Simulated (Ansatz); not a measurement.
Values for one crystal, relaxed and computed with r²SCAN in the plane-wave PAW code Ansatz; other levels are named.

| Quantity | Value |
|---|---|
| Volume per atom | 24.14 Å³ |
| Electronic character | metallic (no gap) |
| Zone-centre stability | no imaginary mode at Γ |
| Formation energy from the elements (no fitted shifts) | -151 meV/atom |
| Pressure derivative B′ | 5.6 |
| Highest zone-centre frequency | 156 cm⁻¹ |
| Density of states at the Fermi level | 0.29 states/eV per atom (mean over ±0.08 eV) |

Problem. Which of these materials gives this?
(A) BaSn, Cmcm (Ba on 4c, Sn on 4c)
(B) Sn4Pd, Ccce (Sn on 16i, Pd on 4b)
(C) MgPd, CsCl type
(D) YSn2, Cmcm (Y on 4c, Sn on 4c, Sn on 4c)

Solution. B, Sn4Pd, Ccce (Sn on 16i, Pd on 4b)

The first step of the workflow began from a Materials Project structure, measured or hypothetical; the Crystallography Open Database files this formula in space group No. 68, but the cells were not matched. Whether it is the stable phase at ambient conditions was not checked. The cell was relaxed with r²SCAN under the symmetry of its start. The run is not spin-polarised. As this level gives no gap, phonon frequencies hold no LO–TO term and depend on the k-mesh and smearing (Fermi–Dirac, 0.1 eV here). The references are the lowest solids computed at this level, not always the standard phases. Spin–orbit coupling is left out wherever it is not named.

Potentials: the later of the program's two PAW sets.
